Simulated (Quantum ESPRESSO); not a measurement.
**Band energies of CdSe**

```xyz
4
Lattice="4.3461 0.0000 0.0000 -2.1730 3.7638 0.0000 0.0000 0.0000 7.0898" Properties=species:S:1:pos:R:3 pbc="T T T"
Se     2.1730     1.2546     6.2101
Se     0.0000     2.5092     2.6651
Cd     2.1730     1.2546     3.5446
Cd     0.0000     2.5092     7.0895
```

PBE (pw.x of Quantum ESPRESSO, ONCV potentials, no spin-orbit coupling); path ΓMKΓALHA,LM,KH; energies in eV from the valence-band maximum.

```csv
k (1/Å),point,band 32,band 33,band 34,band 35,band 36,band 37,band 38,band 39
0.00,Γ,-0.72,-0.72,-0.04,0.00,0.00,0.60,2.17,5.87
0.36,,-2.12,-1.79,-1.17,-0.37,-0.28,2.28,3.36,5.15
0.72,,-3.39,-2.57,-1.71,-1.14,-0.68,3.12,3.36,4.85
0.83,M,-3.52,-2.52,-1.75,-1.25,-0.72,3.15,3.34,4.79
1.08,,-3.52,-2.55,-2.06,-1.38,-1.19,3.83,4.21,4.59
1.32,K,-3.67,-2.89,-1.78,-1.78,-1.59,4.30,4.66,4.66
1.42,,-3.56,-2.78,-2.02,-1.53,-1.52,4.36,4.39,4.76
1.74,,-2.74,-2.43,-1.79,-0.80,-0.72,3.18,4.20,5.18
2.07,,-1.35,-1.11,-0.85,-0.16,-0.13,1.59,2.84,5.42
2.28,Γ,-0.72,-0.72,-0.04,0.00,0.00,0.60,2.17,5.87
2.39,,-0.69,-0.69,-0.52,-0.03,-0.03,1.05,2.20,5.89
2.72,A,-2.58,-0.38,-0.38,-0.38,-0.38,2.31,2.31,5.80
3.04,,-2.82,-1.13,-1.13,-0.68,-0.68,3.20,3.20,5.03
3.35,,-3.75,-1.33,-1.33,-1.16,-1.16,3.08,3.08,4.93
3.56,L,-4.06,-1.29,-1.29,-1.27,-1.27,2.93,2.93,4.85
3.65,,-4.04,-1.47,-1.47,-1.19,-1.19,3.03,3.03,4.92
3.94,,-3.96,-2.23,-2.23,-1.07,-1.07,3.68,3.68,5.73
4.04,H,-3.96,-2.31,-2.31,-1.06,-1.06,3.71,3.71,5.82
4.23,,-3.88,-2.06,-2.06,-1.11,-1.11,3.67,3.67,5.59
4.52,,-3.25,-1.31,-1.31,-1.15,-1.15,3.64,3.64,4.98
4.81,,-2.65,-0.78,-0.78,-0.51,-0.51,2.80,2.80,5.31
5.00,A,-2.58,-0.38,-0.38,-0.38,-0.38,2.31,2.31,5.80
5.00,L,-4.06,-1.29,-1.29,-1.27,-1.27,2.93,2.93,4.85
5.34,,-3.58,-2.39,-1.72,-1.19,-0.76,3.01,3.35,4.95
5.45,M,-3.52,-2.52,-1.75,-1.25,-0.72,3.15,3.34,4.79
5.45,K,-3.67,-2.89,-1.78,-1.78,-1.59,4.30,4.66,4.66
5.54,,-3.71,-2.86,-1.71,-1.71,-1.63,4.38,4.58,4.58
5.89,H,-3.96,-2.31,-2.31,-1.06,-1.06,3.71,3.71,5.82
```

The PBE gap is direct, 0.60 eV at Γ.

Spin-orbit splittings are left out.

Geometry of the Materials Project entry, not relaxed at this level.
